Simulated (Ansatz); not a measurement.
Given:

SnS$_{2}$:
```cif
data_S2Sn
_chemical_formula_sum 'Sn1 S2'
_space_group_name_H-M_alt 'P 1'
_space_group_IT_number 1
_cell_length_a 3.70241
_cell_length_b 3.70241
_cell_length_c 6.98315
_cell_angle_alpha 90.000
_cell_angle_beta 90.000
_cell_angle_gamma 120.000
loop_
_space_group_symop_operation_xyz
  'x, y, z'
loop_
_atom_site_label
_atom_site_type_symbol
_atom_site_fract_x
_atom_site_fract_y
_atom_site_fract_z
_atom_site_occupancy
Sn1 Sn 0.00000 0.00000 0.00000 1
S1 S 0.33333 0.66667 0.21168 1
S2 S 0.66667 0.33333 0.78832 1
```

This is the PBE-relaxed structure.

Problem. All from plane-wave PAW PBE (Ansatz code), unless another level is named. Estimate the band gap.

Solution. 1.54 eV (indirect).

Problem. And the hole effective mass?

Solution. 0.25, 2.1, 14 mₑ (principal values).

Problem. Next, the conduction-band minimum?

Solution. at L (3 equivalent valleys).

Problem. Give the weight of the valence-edge state by species (Voronoi cells).

Solution. S 93 %, Sn 7 %.

Space group P-3m1 (CdI2 type). The cell was relaxed with PBE under the symmetry of its start. The volume lies over 15 % above that of the usual cell of this phase: another minimum, or an error of the functional. A crystal of weakly bound layers computed without a dispersion correction: the cell and the soft elastic constants depend strongly on that. Spin–orbit coupling is left out wherever it is not named.

Potentials: the later of the program's two PAW sets.
